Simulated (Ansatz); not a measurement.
IrW:
```cif
data_IrW
_chemical_formula_sum 'Ir1 W1'
_space_group_name_H-M_alt 'P 1'
_space_group_IT_number 1
_cell_length_a 2.74776
_cell_length_b 2.74776
_cell_length_c 3.89797
_cell_angle_alpha 90.000
_cell_angle_beta 90.000
_cell_angle_gamma 90.000
loop_
_space_group_symop_operation_xyz
  'x, y, z'
loop_
_atom_site_label
_atom_site_type_symbol
_atom_site_fract_x
_atom_site_fract_y
_atom_site_fract_z
_atom_site_occupancy
Ir1 Ir 0.00000 0.00000 0.00000 1
W1 W 0.50000 0.50000 0.50000 1
```

Relaxed with PBEsol.

Question: Decompose the optical modes at the zone centre into irreducible representations, and say which are infrared and Raman allowed.

Answer: Point group 4/mmm: Γ_opt = A2u + Eu. Infrared: A2u, Eu. Raman: none.

Question: Assign frequencies (DFPT, PBEsol in the plane-wave PAW code Ansatz).

Answer: Eu 125, A2u 157 cm⁻¹.

Space group P4/mmm (L1₀ or tetragonal B2). The start of the workflow was typed in or built on a structure type; neither database checked (COD, Materials Project) lists it. COD files the formula under space group No. 51. Whether it is the stable phase at ambient conditions was not checked. The PBEsol relaxation kept the symmetry of its start; its stability against distortions is not shown here. The run is not spin-polarised. As this level gives no gap, phonon frequencies hold no LO–TO term and depend on the k-mesh and smearing (Fermi–Dirac, 0.1 eV here). Spin–orbit coupling is left out wherever it is not named.

Potentials: the later of the program's two PAW sets.
